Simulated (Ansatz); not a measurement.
Cu Kα1 powder pattern (kinematic, no thermal factors).
2θ (°) (relative intensity): 12.40 (5), 18.64 (2), 24.94 (1), 36.12 (1), 36.69 (3), 37.80 (9), 38.33 (27), 40.95 (3), 44.40 (100), 58.52 (1), 64.23 (28), 64.96 (28), 77.00 (4), 77.68 (8), 78.01 (4), 80.76 (4), 82.08 (13)

The pattern is computed from a structure relaxed with DFT PBE, scalar-relativistic, plane waves, PAW (Ansatz 0.2.0). No spin polarisation. Its elements are Al, N, V.

**Question.** Give the structure.

**Answer.** Al5VN6.
Space group P-3m1 (No. 164). a = 2.869 Å, b = 2.869 Å, c = 14.269 Å, α = 90.00°, β = 90.00°, γ = 120.00°
| atom | site | symmetry | x | y | z |
| --- | --- | --- | --- | --- | --- |
| Al | 1a | -3m. | 0.0000 | 0.0000 | 0.0000 |
| Al | 2d | 3m. | 0.3333 | 0.6667 | 0.8352 |
| Al | 2d | 3m. | 0.6667 | 0.3333 | 0.6701 |
| V | 1b | -3m. | 0.0000 | 0.0000 | 0.5000 |
| N | 2d | 3m. | 0.6667 | 0.3333 | 0.9176 |
| N | 2c | 3m. | 0.0000 | 0.0000 | 0.7529 |
| N | 2d | 3m. | 0.3333 | 0.6667 | 0.5904 |

A pattern alone doesn't exclude other cells with like lines; this is the one computed.

The structure comes from a generated guess; another structure or a mixture of phases may lie lower.
